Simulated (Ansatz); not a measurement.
The relaxed structure here is a generated cell of Fe: the first start was made by placing the elements on the sites of a structure type, and the end was not matched to a known phase here, so it may be hypothetical. Known forms of Fe include space group No. 229.

The end point of a relaxation of Fe. Space group Pm-3m (No. 221), simple cubic type. These are PBEsol (plane waves to 420 eV, PAW, scalar-relativistic; Ansatz, an electronic-structure program) values and carry that method's errors.

```cif
data_Fe
_chemical_formula_sum 'Fe1'
_space_group_name_H-M_alt 'P 1'
_space_group_IT_number 1
_cell_length_a 2.32752
_cell_length_b 2.32752
_cell_length_c 2.32752
_cell_angle_alpha 90.000
_cell_angle_beta 90.000
_cell_angle_gamma 90.000
loop_
_space_group_symop_operation_xyz
  'x, y, z'
loop_
_atom_site_label
_atom_site_type_symbol
_atom_site_fract_x
_atom_site_fract_y
_atom_site_fract_z
_atom_site_occupancy
Fe1 Fe 0.00000 0.00000 0.00000 1
```

**Question.** Predict the magnetic moment from PBEsol.

**Answer.** Net 2.33 μB/atom, ferromagnetic.

Spin state reached: ferromagnetic (net 2.33 μB/atom), from parallel starting moments; other spin orders were not run from this start.

The run could not lose the symmetry of its start: the end is stationary, and may be a saddle point rather than a minimum.
